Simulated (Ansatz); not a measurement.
Y:
```xyz
1
Lattice="0.0000 2.5507 2.5507 2.5507 0.0000 2.5507 2.5507 2.5507 0.0000" Properties=species:S:1:pos:R:3 pbc="T T T"
Y      0.0000     0.0000     0.0000
```

Relaxed with r²SCAN. Special points in fractions of this cell's reciprocal vectors: Γ (0.000, 0.000, 0.000); X (0.500, 0.000, 0.500); U (0.625, 0.250, 0.625); K (0.375, 0.375, 0.750); L (0.500, 0.500, 0.500); W (0.500, 0.250, 0.750).

List the band energies nearest the Fermi level at these points for r²SCAN in the plane-wave PAW code Ansatz.

In eV from the Fermi level; about four levels below and three above (degenerate sets whole), none deeper than 8.9 eV; points with the same levels are listed once.

| k | below | above |
|---|---|---|
| Γ | -4.99 | 2.00 2.00 2.00 |
| X | -1.78 -0.83 | 1.97 5.55 5.91 5.91 |
| U | -0.99 -0.49 | 1.00 3.83 5.24 |
| L | -2.00 | 0.41 1.82 1.82 |
| W | -0.78 | 0.25 0.25 2.86 |

Space group Fm-3m (fcc (Cu type)). The workflow started from a Materials Project entry (that database holds measured and hypothetical structures alike); the Crystallography Open Database files this formula in space group No. 225, but the cells were not matched. It is not the phase usual at ambient conditions (space group No. 194). The cell was relaxed with r²SCAN under the symmetry of its start; its stability against distortions is not shown here. No spin polarisation was allowed. Spin–orbit coupling is left out wherever it is not named.

Potentials: the earlier of the program's two PAW sets. The files were generated under PBE; for other functionals the program regenerates the frozen cores, and for LDA and PBEsol the local potential too.
